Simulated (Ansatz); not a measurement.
B (fcc (Cu type), space group No. 225) at seven volumes, plane-wave PAW r²SCAN (Ansatz code), scaled uniformly. One row is withheld.

```json
[
 {"V (Å³/atom)": "5.296", "P (GPa)": "31.40"},
 {"V (Å³/atom)": "5.470", "P (GPa)": "?"},
 {"V (Å³/atom)": "5.645", "P (GPa)": "8.90"},
 {"V (Å³/atom)": "5.819", "P (GPa)": "0.00"},
 {"V (Å³/atom)": "5.994", "P (GPa)": "-7.75"},
 {"V (Å³/atom)": "6.168", "P (GPa)": "-14.55"},
 {"V (Å³/atom)": "6.343", "P (GPa)": "-20.44"}
]
```

**Question.** Fit the shown pressures and predict the withheld one.

**Answer.** P = (3/2)B₀(x^(7/2) − x^(5/2))[1 + (3/4)(B′ − 4)(x − 1)] with x = (V₀/V)^(2/3). Least squares on the six rows gives V₀ = 5.819 Å³/atom, B₀ = 279 GPa, B′ = 3.80. At V = 5.470, x = 1.0421 and P = 19.41 GPa. The run itself gave 19.34 GPa.

Space group Fm-3m (fcc (Cu type)). A made-up cell: these elements were put on the sites of a structure type; neither database checked (COD, Materials Project) lists it. It is not the phase usual at ambient conditions (space group No. 166). The cell was relaxed with r²SCAN under the symmetry of its start. At this level the phase is mechanically unstable.

Potentials: the earlier of the program's two PAW sets.
